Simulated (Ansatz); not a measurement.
## Two states of MnSb

```yaml
crystal:
  lattice:
    - [4.15774, 0.00000, 0.00000]
    - [-2.07887, 3.60071, 0.00000]
    - [0.00000, 0.00000, 5.76603]
  atoms:
    - { symbol: Sb, position: [0.33330, 0.66670, 0.25000] }
    - { symbol: Sb, position: [0.66660, 0.33330, 0.75000] }
    - { symbol: Mn, position: [0.00000, 0.00000, 0.00000] }
    - { symbol: Mn, position: [0.00000, 0.00000, 0.50000] }
```

Method: PBE; PAW, plane waves to 420 eV, 7×7×4 Γ-centred mesh, fermi-dirac occupations (width 0.1 eV) (Ansatz 0.2.0), atoms fixed.

State A: Mn3 up, Mn4 up (collinear spin). State B: Mn3 up, Mn4 down (collinear spin).

**Question.** Which state is lower, and how do they differ?

**Answer.** State A is lower by 55.7 meV an atom at zero smearing; in free energy at this smearing B lies +50.4 meV an atom from A.

```tsv
state	free energy (meV/atom)	largest moment in a small sphere (μB)	net moment (μB/cell)	gap on mesh (eV)	pressure (GPa)	largest force (eV/Å)
A	0.0	3.42	6.67	metal	-3.4	0.00
B	50.4	3.36	0.00	metal	-3.7	0.00
```

Origin: a database entry at a rescaled volume.
